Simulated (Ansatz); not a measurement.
Ge:
```cif
data_Ge24
_chemical_formula_sum 'Ge24'
_space_group_name_H-M_alt 'R-3 :H'
_space_group_IT_number 148
_space_group_name_Hall '-R 3'
_cell_length_a 9.84617
_cell_length_b 9.84617
_cell_length_c 5.86005
_cell_angle_alpha 90.000
_cell_angle_beta 90.000
_cell_angle_gamma 120.000
loop_
_atom_site_label
_atom_site_type_symbol
_atom_site_symmetry_multiplicity
_atom_site_Wyckoff_symbol
_atom_site_fract_x
_atom_site_fract_y
_atom_site_fract_z
_atom_site_occupancy
Ge1 Ge 6 c 0.00000 0.00000 0.28413 1
Ge2 Ge 18 f 0.03716 0.26686 0.23665 1
```
(The calculation used a cell of 8 atoms; values per cell refer to that cell.)

Relaxed at zero pressure with DFT-PBEsol in the program Ansatz with PAW potentials.

Problem. The volume is lowered by 6 % and shape and atoms relax at that volume. What pressure results, and how do the axes share the change?

Solution. 4.6 GPa; a -1.8 %, b -1.8 %, c -2.5 %; the energy rises by 17 meV/atom.

Problem. Give the new structure.

Solution. 
Space group R-3, hexagonal axes (No. 148); a = b = 9.667 Å, c = 5.715 Å, α = β = 90.00°, γ = 120.00°

```tsv
atom	site	symmetry	x	y	z
Ge	6c	3.	0.0000	0.0000	0.2813
Ge	18f	1	0.2284	0.9618	0.2284
```

The phase is kept; no other phase was compared at this pressure.

The workflow started from a Materials Project entry (that database holds measured and hypothetical structures alike); the Crystallography Open Database copy checked does not list it. It is not the phase usual at ambient conditions (space group No. 227). Symmetry was held in the PBEsol relaxation; whether a distortion lowers the energy is not shown.

Potentials: the earlier of the program's two PAW sets. The files were generated under PBE; for other functionals the program regenerates the frozen cores, and for LDA and PBEsol the local potential too.
